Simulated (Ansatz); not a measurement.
A relaxation computed with Ansatz, from input to last step.

```yaml
crystal:
  lattice:
    - [2.8083820481, 0.0, 0.0]
    - [0.0, 2.8083820481, 0.0]
    - [0.0, 0.0, 3.4621009641]
  atoms:
    - { symbol: Cu, position: [0.5, 0.5, 0.5] }
    - { symbol: Au, position: [0.0, 0.0, 0.0] }
basis:
  ecutwfc: 420
kpoints:
  mp_grid: { grid: [14, 14, 12] }
hamiltonian:
  xc: pbe
scf:
  occupations: { method: gaussian, width: 0.1 }
output:
  forces: true
  stress: true
  eigenvalues: true
relax:
  adjacent_minimum: "off"
  f_tol: 0.01
  max_steps: 30
  cell: { stress_tol: 0.1, fix: [volume] }
```

```bash
ansatz run input.yaml --threads 1 --pin off --max-ram 2560MiB --backend cpu --events-out ev --progress --plain --runs-dir out
```

These are results of Ansatz 0.2.0, DFT PBE, scalar-relativistic, plane waves, PAW, not measurements.

The volume is held at 0.91 times that of the relaxed cell.

Of 6 frames 5 are shown, positions in Å and forces in eV/Å; the SCF threshold varies from step to step. Steps run on the plane waves of an earlier cell, with a Pulay correction in the pressure. The basis is chosen afresh for the last frame, the zero of the energies, and at times for earlier ones too; energy and pressure step there, also at an unchanged geometry. The mark taken_back stands on steps that the optimiser undid.

```xyz
2
Lattice="2.8084 0.0000 0.0000 0.0000 2.8084 0.0000 0.0000 0.0000 3.4621" Properties=species:S:1:pos:R:3:forces:R:3 pbc="T T T" step=1 free_energy_over_end_meV_per_atom=0.14 pressure_GPa=17.14
Cu    1.4042    1.4042    1.7310    0.0000    0.0000    0.0000
Au    0.0000    0.0000    0.0000    0.0000    0.0000    0.0000
2
Lattice="2.8098 0.0000 0.0000 0.0000 2.8098 0.0000 0.0000 0.0000 3.4586" Properties=species:S:1:pos:R:3:forces:R:3 pbc="T T T" step=2 free_energy_over_end_meV_per_atom=0.12 pressure_GPa=17.13
Cu    1.4049    1.4049    1.7293    0.0000    0.0000    0.0000
Au    0.0000    0.0000    0.0000    0.0000    0.0000    0.0000
2
Lattice="2.8208 0.0000 0.0000 0.0000 2.8208 0.0000 0.0000 0.0000 3.4318" Properties=species:S:1:pos:R:3:forces:R:3 pbc="T T T" step=3 free_energy_over_end_meV_per_atom=0.01 pressure_GPa=17.08
Cu    1.4104    1.4104    1.7159    0.0000    0.0000    0.0000
Au    0.0000    0.0000    0.0000    0.0000    0.0000    0.0000
2
Lattice="2.8457 0.0000 0.0000 0.0000 2.8457 0.0000 0.0000 0.0000 3.3719" Properties=species:S:1:pos:R:3:forces:R:3 pbc="T T T" step=4 free_energy_over_end_meV_per_atom=0.56 pressure_GPa=16.96 taken_back
Cu    1.4229    1.4229    1.6859    0.0000    0.0000    0.0000
Au    0.0000    0.0000    0.0000    0.0000    0.0000    0.0000
2
Lattice="2.8238 0.0000 0.0000 0.0000 2.8238 0.0000 0.0000 0.0000 3.4244" Properties=species:S:1:pos:R:3:forces:R:3 pbc="T T T" step=6 free_energy_over_end_meV_per_atom=0.00 pressure_GPa=17.06
Cu    1.4119    1.4119    1.7122    0.0000    0.0000    0.0000
Au    0.0000    0.0000    0.0000    0.0000    0.0000    0.0000
```

It took 54 s on 1 thread of Arm Neoverse V1, on a shared host, peak memory 0.43 GiB.

Spin–orbit coupling is left out, which can shift energies with elements as heavy as these.